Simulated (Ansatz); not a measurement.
**MgO: zone-centre modes under pressure**

MgO, Fm-3m, a = 4.159 Å. Ansatz: LDA, PAW, 420 eV, Γ-centred 10×10×10 mesh on 2 atoms, fixed occupations; no spin polarisation. Cell and atoms are relaxed at each pressure with the symmetry kept; optical modes at Γ by linear response, in cm⁻¹, the highest, without the LO field.

| P (GPa) | V (Å³/atom) | ω1 |
| --- | --- | --- |
| 0 | 8.993 | 408.5 |
| 7 | 8.662 | 444.6 |
| 18 | 8.243 | 493.3 |
| 35 | 7.748 | ? |

Q: Get the mode's Grüneisen parameter γ = −d ln ω/d ln V from the other rows and predict the missing frequency.

A: ln(V/V0) = 0.0000, -0.0375, -0.0871, -0.1490; a line through ln(ω/ω0) of the 3 known rows gives ω1: γ = 2.162 (intercept 0.0013), predicted 564.5, computed 555.8. The miss is 1.6 %: γ isn't constant over this range.

Cost: 4 runs of about 0.24 core-minutes in all, on AMD EPYC 9R45 (Zen 5) (shared hosts).